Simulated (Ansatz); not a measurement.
The start is a generated cell, Te placed in the trigonal-Se structure type. The cell and all atomic positions are relaxed at zero pressure with PBE (plane waves to 420 eV, PAW, scalar-relativistic; Ansatz, a first-principles code). First-step values are on the input's coarse k-mesh.

Ansatz input (later rounds restart from its end on a renewed k-mesh):
Ansatz 0.2 input:
```yaml
crystal:
  lattice:
    - [5.0778386, 0, 0]
    - [-2.5389193, 4.3975372, 0]
    - [0, 0, 5.760978]
  atoms:
    - { symbol: Te, position: [0.2254, 0, 0.83333333] }
    - { symbol: Te, position: [0, 0.2254, 0.16666667] }
    - { symbol: Te, position: [0.7746, 0.7746, 0.5] }
basis: { ecutwfc: 420, ecutrho_ratio: 4, xc_grid: 2, fft_grid_basis: typed }
kpoints: { mp_grid: { grid: [5, 5, 4] } }
hamiltonian:
  xc: pbe
  dispersion: none
  pseudopotentials: { azcp: { folder: ./paw }, kind: paw }
scf: { occupations: { method: fermi_dirac, width: 0.05 } }
relax: { f_tol: 0.01, max_steps: 100, cell: { stress_tol: 0.02 } }
output: { forces: true, stress: true }
```

### Question
Which atoms feel the largest initial force, and how large is it?

### Answer
0.45 eV/Å, on Te1, Te2, Te3 (atoms numbered as listed).

### Question
By how much does the energy per atom fall from start to end?

### Answer
0.05 eV/atom.

### Question
What band gap does the relaxed structure have at this level?

### Answer
0.23 eV, direct within 0.03 eV (at H) (no spin-orbit coupling).

### Question
Write out the relaxed structure.

### Answer

```cif
data_Te3
_chemical_formula_sum 'Te3'
_space_group_name_H-M_alt 'P3121'
_space_group_IT_number 152
_space_group_name_Hall 'P 31 2"'
_cell_length_a 4.52142
_cell_length_b 4.52142
_cell_length_c 5.95481
_cell_angle_alpha 90.000
_cell_angle_beta 90.000
_cell_angle_gamma 120.000
loop_
_atom_site_label
_atom_site_type_symbol
_atom_site_symmetry_multiplicity
_atom_site_Wyckoff_symbol
_atom_site_fract_x
_atom_site_fract_y
_atom_site_fract_z
_atom_site_occupancy
Te1 Te 3 a 0.73190 0.73190 0.00000 1
```

The space group stays P3₁21 (No. 152) (the run could not lower it); the end is AFLOW prototype A_hP3_152_a (A8, as in Se), with 3 atoms in the primitive cell. Final values are on a 9×9×6 k-mesh of the relaxed cell. No spin polarisation in the result. Spin-orbit coupling is missing; with elements this heavy it can move band edges by tenths of an eV or more.

The run could not lose the symmetry of its start.
